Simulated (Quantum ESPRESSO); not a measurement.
# Band energies of InSb

```xyz
2
Lattice="0.0000 3.3166 3.3166 3.3166 0.0000 3.3166 3.3166 3.3166 0.0000" Properties=species:S:1:pos:R:3 pbc="T T T"
In     0.0000     0.0000     0.0000
Sb     4.9749     4.9749     4.9749
```

PBEsol (pw.x of Quantum ESPRESSO, ONCV potentials, scalar-relativistic); path ΓXWKΓLUWLK,UX; energies in eV from the Fermi level.

```csv
k (1/Å),point,band 10,band 11,band 12,band 13,band 14,band 15,band 16,band 17
0.00,Γ,-14.51,-10.47,-0.80,-0.14,-0.14,-0.14,2.81,2.81
0.42,,-14.51,-9.94,-3.46,-1.26,-1.26,1.50,2.18,4.63
0.95,X,-14.51,-8.75,-5.78,-2.18,-2.18,1.17,1.25,7.58
1.42,W,-14.51,-8.72,-5.69,-2.74,-2.61,3.10,3.77,3.90
1.76,K,-14.51,-8.78,-5.67,-2.97,-1.87,1.45,3.40,5.83
2.06,,-14.51,-9.25,-5.04,-2.74,-1.18,1.73,4.21,4.43
2.56,,-14.51,-10.34,-2.03,-0.56,-0.22,0.69,2.84,2.94
2.76,Γ,-14.51,-10.47,-0.80,-0.14,-0.14,-0.14,2.81,2.81
2.97,,-14.51,-10.34,-2.10,-0.32,-0.32,0.55,3.07,3.07
3.48,,-14.51,-9.34,-5.33,-1.02,-1.02,0.24,3.64,3.64
3.58,L,-14.51,-9.27,-5.47,-1.04,-1.04,0.22,3.64,3.64
3.93,,-14.51,-9.01,-5.48,-2.68,-1.51,1.59,3.73,4.83
4.16,U,-14.51,-8.78,-5.67,-2.97,-1.87,1.45,3.40,5.83
4.50,W,-14.51,-8.72,-5.69,-2.74,-2.61,3.10,3.77,3.90
4.97,,-14.51,-9.19,-5.46,-1.91,-1.24,1.13,3.38,4.07
5.17,L,-14.51,-9.27,-5.47,-1.04,-1.04,0.22,3.64,3.64
5.33,,-14.51,-9.21,-5.46,-1.77,-1.18,0.97,3.45,3.95
5.75,K,-14.51,-8.78,-5.67,-2.97,-1.87,1.45,3.40,5.83
5.75,U,-14.51,-8.78,-5.67,-2.97,-1.87,1.45,3.40,5.83
6.08,X,-14.51,-8.75,-5.78,-2.18,-2.18,1.17,1.25,7.58
```

At this level the gap is closed or nearly so: along the path the highest valence and lowest conduction bands touch, or overlap by less than 0.6 eV, a zero-gap or semimetallic result; the valence top lies at Γ, the conduction bottom at Γ. Semilocal functionals close the gaps of some narrow-gap semiconductors, so this alone doesn't show that the compound has none.

Spin-orbit coupling is left out, which matters for elements this heavy: edges can move by tenths of an eV.

Geometry of the Materials Project entry, not relaxed at this level.
